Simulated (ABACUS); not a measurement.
**Parameter sweep on a model cell of MgS (C2/c, 4 atoms in the cell; prototype structure)**

```yaml
crystal:
  lattice:
    - [3.15804, -2.30785, 0.00000]
    - [3.15804, 2.30785, 0.00000]
    - [-1.14625, 0.00000, 6.82048]
  atoms:
    - { symbol: Mg, position: [0.00000, 0.50000, 0.00000] }
    - { symbol: Mg, position: [0.50000, 0.00000, 0.50000] }
    - { symbol: S, position: [0.58160, 0.41840, 0.25000] }
    - { symbol: S, position: [0.41840, 0.58160, 0.75000] }
```

Base run A: PBE, numerical atomic orbitals TZDP (confined pseudo-atomic orbitals; energy shift 0.01 Ry), PseudoDojo 0.5 standard norm-conserving PBE (tails mended) pseudopotentials (ABACUS), self-consistent single point.

Its settings: basis = TZDP numerical atomic orbitals, energy shift 0.01 Ry; KPT = Gamma 6 6 4 0 0 0; basis_type = lcao; ecutwfc = 100 Ry; smearing_method = fd; smearing_sigma = 0.00734986 Ry; potentials = PseudoDojo 0.5 standard norm-conserving PBE (tails mended); symmetry = 1; ks_solver = scalapack_gvx; scf_nmax = 100; scf_thr = 1.0e-06; mixing_type = broyden; mixing_beta = 0.7.

The cell was set up from a structure prototype or typed lattice constants and was not relaxed beforehand at this level. The atom-centred basis is finite, which shifts total energies, pressures, gaps and forces against plane waves.

Run A gave: pressure (GPa) -6.36; largest force (eV/Å) 0.176; gap on the mesh (eV) 1.392.

Runs:
- B: dft_functional: default → GGA_X_AM05+GGA_C_AM05 [AM05]
- C: pseudopotentials: PseudoDojo 0.5 standard norm-conserving PBE (tails mended) → PseudoDojo 0.4 standard norm-conserving LDA (tails mended); basis_set: TZDP numerical atomic orbitals, energy shift 0.01 Ry → TZDP numerical atomic orbitals, energy shift 0.01 Ry; dft_functional: default → PZ [LDA (Perdew-Zunger)]
- D: dft_functional: default → GGA_X_WC+GGA_C_PBE [Wu-Cohen GGA]
- E: dft_functional: default → GGA_X_PW91+GGA_C_PW91 [PW91]

Question: What does run E change against A?

Answer: The pressure hardly changes (-6.36 to -6.37 GPa), the largest force moves little (0.176 to 0.177 eV/Å) and the gap on the mesh goes from 1.392 to 1.406 eV.

Question: What does run B change against A?

Answer: The pressure goes from -6.36 to -6.98 GPa, the largest force goes from 0.176 to 0.169 eV/Å and the gap on the mesh goes from 1.392 to 1.375 eV.

Question: What does run D change against A?

Answer: The pressure goes from -6.36 to -7.32 GPa, the largest force goes from 0.176 to 0.186 eV/Å and the gap on the mesh goes from 1.392 to 1.316 eV.

```
run  pressure (GPa)  largest force (eV/Å)  gap on the mesh (eV)
---  --------------  --------------------  --------------------
A             -6.36                 0.176                 1.392
B             -6.98                 0.169                 1.375
C             -8.73                 0.115                 1.211
D             -7.32                 0.186                 1.316
E             -6.37                 0.177                 1.406
```

Some of these runs use potentials made for another functional than their own.

The atomic orbitals were generated for these runs; they are not ABACUS's published sets and were checked against plane waves on a few crystals only.

“Tails mended”: in these copies of the files the far tail of each local potential was reset to the Coulomb form.
